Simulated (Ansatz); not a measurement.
Sr2TaNO3 in space group Immm (No. 71; Pearson symbol oI14), DFT-r²SCAN in the program Ansatz with PAW potentials, all energies at zero smearing, with the estimated change up to a 700 eV cutoff added, with one set of potentials and settings (totals compare only within such a set). Cell of 7 atoms (2 Sr, 1 Ta, 1 N, 3 O): -19156.582 eV.

```json
[
 {"element": "Sr", "reference phase": "P6_3/mmc, 2 atoms in the cell", "E (eV/atom)": "-3555.1144"},
 {"element": "Ta", "reference phase": "Im-3m, 1 atoms in the cell", "E (eV/atom)": "-9944.3222"},
 {"element": "N", "reference phase": "Pa-3, 8 atoms in the cell", "E (eV/atom)": "-384.8315"},
 {"element": "O", "reference phase": "C2/m, 4 atoms in the cell, spin-polarised", "E (eV/atom)": "-566.0281"}
]
```

Formation energy per atom, worked out: (-19156.582 − 2×(-3555.1144) − 1×(-9944.3222) − 1×(-384.8315) − 3×(-566.0281))/7 = -2.731 eV/atom (-263 kJ per mol of atoms), at 0 K, without zero-point energy or fitted corrections.

The first step of the workflow began from a Materials Project structure, measured or hypothetical; the Crystallography Open Database copy checked does not list it. With N and O taken as one species the cell has the higher symmetry I4/mmm, so it may be an ordered model of a mixed-site phase. Whether it is the stable phase at ambient conditions was not checked. The r²SCAN relaxation kept the symmetry of its start; its stability against distortions is not shown here. The run is not spin-polarised. The references are the lowest solids computed at this level, not always the standard phases (solids in place of the gases). Spin–orbit coupling is left out wherever it is not named.

Potentials: the later of the program's two PAW sets.
